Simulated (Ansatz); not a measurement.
TiC:
```yaml
crystal:
  lattice:
    - [3.60487, 0.00000, 0.00000]
    - [-1.80244, 3.12191, 0.00000]
    - [0.00000, 0.00000, 4.28511]
  atoms:
    - { symbol: Ti, position: [0.33333, 0.66667, 0.25000] }
    - { symbol: Ti, position: [0.66667, 0.33333, 0.75000] }
    - { symbol: C, position: [0.33333, 0.66667, 0.75000] }
    - { symbol: C, position: [0.66667, 0.33333, 0.25000] }
```

Relaxed with r²SCAN. Special points in fractions of this cell's reciprocal vectors: Γ (0.000, 0.000, 0.000); M (0.500, 0.000, 0.000); K (0.333, 0.333, 0.000); A (0.000, 0.000, 0.500); L (0.500, 0.000, 0.500); H (0.333, 0.333, 0.500).

List the band energies nearest the Fermi level at these points for r²SCAN (plane waves, PAW; program Ansatz).

In eV from the Fermi level; about four levels below and three above (degenerate sets whole), none deeper than 8.9 eV; points with the same levels are listed once.

```json
[
 {"k": "Γ", "below": "-2.86 -2.86 -2.72 -2.71 -2.71", "above": "0.87 0.87 1.82"},
 {"k": "M", "below": "-2.00 -1.88 -1.70 -0.24", "above": "0.12 1.40 2.71"},
 {"k": "K", "below": "-2.04 -2.04 -1.86 -1.86 -0.77", "above": "0.32 0.45 2.28"},
 {"k": "A", "below": "-3.20 -3.20 -3.20 -3.20 -3.20 -3.20", "above": "2.86 2.86 2.86 2.86"},
 {"k": "L", "below": "-2.47 -2.47 -1.91 -1.91", "above": "2.01 2.01 2.41 2.41"},
 {"k": "H", "below": "-2.73 -2.73 -1.89 -1.89", "above": "1.00 1.00 3.48 3.48"}
]
```

Space group P6_3/mmc. The start of the workflow was typed in or built on a structure type; neither database checked (COD, Materials Project) lists it. It is not the phase usual at ambient conditions (space group No. 225). Symmetry was held in the r²SCAN relaxation; its stability against distortions is not shown here. No spin polarisation was allowed. The volume moved by -16 % from the start of the relaxation.

Potentials: the later of the program's two PAW sets.
